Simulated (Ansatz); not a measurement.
Computed properties of SiGe

SiGe:
Space group P6₃mc (No. 186); a = 3.911 Å, b = 3.911 Å, c = 6.454 Å, α = 90.00°, β = 90.00°, γ = 120.00°

```csv
atom,site,symmetry,x,y,z
Ge,2b,3m.,0.3333,0.6667,0.4997
Si,2b,3m.,0.3333,0.6667,0.1255
```

Space group P6_3mc (No. 186), wurtzite; conventional cell a = 3.911 Å, b = 3.911 Å, c = 6.454 Å, α = 90.00°, β = 90.00°, γ = 120.00°.

Method: DFT-HSE06 in the program Ansatz with PAW potentials. Geometry: relaxed at this level of theory. Other levels are named where they apply.

### Cell and energy

```json
{
  "volume_per_atom": "21.37 Å³",
  "density": "3.91 g/cm³"
}
```

### Electronic structure

```json
{
  "band_gap": "0.98 eV (indirect)",
  "valence_band_maximum": "at Γ",
  "conduction_band_minimum": "at M (3 equivalent valleys)",
  "smallest_direct_gap_on_the_standard_path": "1.07 eV"
}
```

### Mechanics

```json
{
 "Bulk modulus (Birch–Murnaghan fit)": "85.3 GPa",
 "Pressure derivative B′": "4.4"
}
```

### Charges

```json
{
  "bader_charges": "Ge -0.28, Si +0.28 e"
}
```

A made-up cell: these elements were put on the sites of a structure type; the Crystallography Open Database copy checked does not list it. Its standing as an ambient phase is unchecked. Symmetry was held in the HSE06 relaxation; its stability against distortions is not shown here. The hybrid was solved on a coarse mesh, the path and, where they were found, the r²SCAN edge points; its band edges are the extreme levels among these. Scalar-relativistic: spin–orbit coupling is off unless named, which matters more the heavier the elements.

Potentials: the later of the program's two PAW sets.
